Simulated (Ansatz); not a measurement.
Here is the system:

Bi$_{2}$Te$_{3}$ (Bi2Te3 type, space group R-3m)

```
Bi2Te3
1.0
    2.19374     1.26655    10.09654
   -2.19374     1.26655    10.09654
    0.00000    -2.53311    10.09654
Bi Te
2 3
Direct
  0.40015   0.40015   0.40015
  0.59985   0.59985   0.59985
  0.00000   0.00000   0.00000
  0.20936   0.20936   0.20936
  0.79064   0.79064   0.79064
```

In this cell atom 3 (Te, nearest neighbour Bi at 3.242 Å; its periodic images, 4.4 Å or more away, move with it) is moved by s along Cartesian [110], unit vector (0.707, 0.707, 0.000); all other atoms and the cell stay fixed.

Level of theory: PBE-D3(BJ) (plane waves to 420 eV, PAW, scalar-relativistic; Ansatz, a first-principles code). k mesh 7×7×7 (Γ-centred), Fermi-Dirac smearing 0.05 eV. The energy includes the smearing's −TS. Bi2Te3 was relaxed with its symmetry unable to fall. Spin-orbit coupling is left out, though Bi and Te are heavy. The PAW data are Ansatz's earlier set. ΔE is measured from the undisplaced structure.

The scan covers s from -0.320 to 0.320 Å in 11 points.

### Question
Is the energy the same for equal positive and negative displacements?

### Answer
Even: the same for both signs. With its periodic images moving along, the atom's site symmetry in this cell is -3m.

### Question
What is the force constant k = d²E/ds² of this move at s = 0?

### Answer
2.91 eV/Å².

(For displaced atoms, the force is minus the slope of the energy, and its curvature is a force constant, which sets phonon frequencies.)
